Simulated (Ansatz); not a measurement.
Starting cell, Pd (fcc, Cu type):

```xyz
2
Lattice="0.0000 3.9084 3.9084 1.9542 0.0000 1.9542 1.9542 1.9542 0.0000" Properties=species:S:1:pos:R:3 pbc="T T T"
Pd     0.0000     0.0000     0.0000
Pd     1.9542     3.9084     1.9542
```

A phonon eigenvector at L = (0.5, 0.0, 0.0) is frozen into this cell: atom i moves by Q times the vector below, so Q is the largest atomic displacement, in Å. The cell is held. (q is in reciprocal vectors of the primitive cell; the cell shown is doubled to hold the pattern.)

| atom | x | y | z |
|---|---|---|---|
| Pd1 | 0.577 | -0.577 | -0.577 |
| Pd2 | -0.577 | 0.577 | 0.577 |

These are r2SCAN (plane waves to 500 eV, PAW, scalar-relativistic; Ansatz, a program for electronic structure) values and carry that method's errors. k mesh 10×20×20 (Γ-centred), Fermi-Dirac smearing 0.05 eV. Energies are smeared free energies. With partly filled bands, energies and forces of such displacements shift with the k mesh and the smearing. Pd is run without spin polarisation. Pd was relaxed with its symmetry unable to fall. The zero of ΔE is the undisplaced structure. The last digit holds for this mesh only.

```
Q (Å)    ΔE (meV/cell)
-------  -------------
-0.1000          200.8
-0.0833       withheld
-0.0667           88.2
-0.0500           49.4
-0.0333           21.9
-0.0167            5.5
0.0000             0.0
0.0167             5.5
0.0333            21.9
0.0500            49.4
0.0667            88.2
0.0833        withheld
0.1000           200.8
```

Q: Fit an even polynomial form (powers 2, 4) to the given rows and predict ΔE at Q = -0.0833.

A: Least squares on the 11 given rows: ΔE = (19640)·Q² + (43870)·Q⁴, in meV/cell with Q in Å; root-mean-square residual 0.04 meV/cell. At -0.0833 the fit gives 138.4 meV/cell; the calculation gives 138.5 meV/cell, so the interpolation is off by -0.1 (-0.1 %). The quadratic term alone would give 136.3 meV/cell.

(A displaced cell: forces are minus the slopes of the energy, force constants its curvatures, and phonons follow from these.)
